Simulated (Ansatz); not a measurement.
Data:

Zr₂C:
```yaml
crystal:
  lattice:
    - [3.60192, 0.00000, 0.00000]
    - [0.00000, 3.60192, 0.00000]
    - [0.00000, 0.00000, 6.90406]
  atoms:
    - { symbol: Zr, position: [0.00000, 0.00000, 0.00000] }
    - { symbol: Zr, position: [0.50000, 0.50000, 0.00000] }
    - { symbol: Zr, position: [0.50000, 0.00000, 0.36982] }
    - { symbol: Zr, position: [0.00000, 0.50000, 0.63018] }
    - { symbol: C, position: [0.50000, 0.00000, 0.72923] }
    - { symbol: C, position: [0.00000, 0.50000, 0.27077] }
```

This is the PBEsol-relaxed structure.

Task: All from PBEsol in the plane-wave PAW code Ansatz, unless another level is named. Predict the highest zone-centre frequency.

Result: 412 cm⁻¹.

Task: Give the bulk modulus (Birch–Murnaghan fit).

Result: 169 GPa.

Space group P4/nmm. The cell is a constructed one: a structure type filled with these elements; neither database checked (COD, Materials Project) lists it. Whether it is the stable phase at ambient conditions was not checked. Symmetry was held in the PBEsol relaxation; whether a distortion lowers the energy is not shown. No spin polarisation was allowed. As this level gives no gap, phonon frequencies hold no LO–TO term and depend on the k-mesh and smearing (Fermi–Dirac, 0.1 eV here).

Potentials: the earlier of the program's two PAW sets. The files were generated under PBE; for other functionals the program regenerates the frozen cores, and for LDA and PBEsol the local potential too.
